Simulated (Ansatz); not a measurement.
Level: r2SCAN, spin-orbit coupling; 500 eV; 6×6×6 Γ-centred mesh; fermi-dirac occupations (width 0.1 eV); Ansatz 0.2.0, fixed geometry.

Computed maps in the lattice plane spanned by a (left to right, 3.93 Å, 12 points from zero) and b (bottom to top, 3.93 Å, 12 points from zero), 90° apart, at height 0.500 along c. The fields are smooth PAW ones with compensation charges, not the true ones near nuclei.

Valence density. Digits on a logarithmic scale: 0 up to 0.03 e/Å³, each further digit a factor of 1.6, 9 from 1.3 e/Å³ up:
```
689998665556
799999755555
799999755555
799999755555
689998665556
667776667776
665556689998
755555799999
755555799999
755555799999
665556689998
667776667776
```

The cell is Nb2TlSe2. Which atoms lie within 0.2 Å of this plane, and where (fractions of a and b)?

Nb at (0.75, 0.25), Nb at (0.25, 0.75). The whole cell:
```
Tl Se Nb
1.0
     0.00000    3.93132    0.00000
     3.93132    0.00000    0.00000
     1.96566    1.96566   -6.89531
Tl Se Nb
1 2 2
Direct
  0.00000 0.00000 0.00000
  0.35370 0.35370 0.29260
  0.64630 0.64630 0.70740
  0.75000 0.25000 0.50000
  0.25000 0.75000 0.50000
```

The state carries no moments; the state need not be the lowest.

Origin: a known structure type with other elements, at an estimated volume, so it need not be a known compound. Caveats: atoms or cell far from equilibrium.
